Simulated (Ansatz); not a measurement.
How much does the functional matter for the cell of Ti3Al?

The starting cell is an entry of the Crystallography Open Database (2004):

```xyz
8
Lattice="5.7640 0.0000 0.0000 -2.8820 4.9918 0.0000 0.0000 0.0000 4.6640" Properties=species:S:1:pos:R:3 pbc="T T T"
Ti    4.3227    0.8321    1.1660
Ti    1.4407    4.1596    3.4980
Ti    2.8820    3.3275    1.1660
Ti   -1.4407    4.1596    3.4980
Ti    1.4413    0.8321    1.1660
Ti    0.0000    1.6643    3.4980
Al    0.0000    3.3278    1.1660
Al    2.8820    1.6639    3.4980
```

Atoms and cell were relaxed at zero pressure with plane-wave PAW DFT (Ansatz 0.2.0; one set of PAW datasets, made under PBE, for all functionals; 420 eV, r2SCAN 500 eV; 7×7×7 Γ-centred mesh, fermi-dirac occupations of width 0.100 eV; no spin polarisation, no spin-orbit coupling, no dispersion correction), keeping the symmetry (P6_3/mmc, No. 194).

What cells and energies do LDA, PBEsol, PBE, r2SCAN give?

The relaxed conventional cells:

```csv
functional,a (Å),c (Å),volume (Å³/atom),formation energy (eV/atom)
LDA,5.619,4.566,15.61,-0.293
PBEsol,5.690,4.608,16.15,-0.283
PBE,5.758,4.655,16.71,-0.278
r2SCAN,5.749,4.634,16.58,-0.306
the entry,5.764,4.664,16.77,–
```

LDA gives the smallest volume and PBE the largest, 7.1 % more, the usual order, since LDA overbinds and PBE's gradient terms loosen the lattice. Against the entry's volume: LDA -7.0 %, PBEsol -3.7 %, PBE -0.4 %, r2SCAN -1.2 %. No verdict is drawn from this: the entry is old or was flagged in a check, so the entry may be off as well as the functionals. The formation energies span 0.03 eV an atom, lowest under r2SCAN.

Caveats: each relaxation keeps the start's symmetry, so a distorted cell may lie lower; computed cells are at 0 K with fixed nuclei, while the entry holds thermal expansion, often some tenths of a per cent in volume and more in soft crystals; formation energies are at zero smearing against the elements' usual phases under the same functional, gases as free molecules, uncorrected.
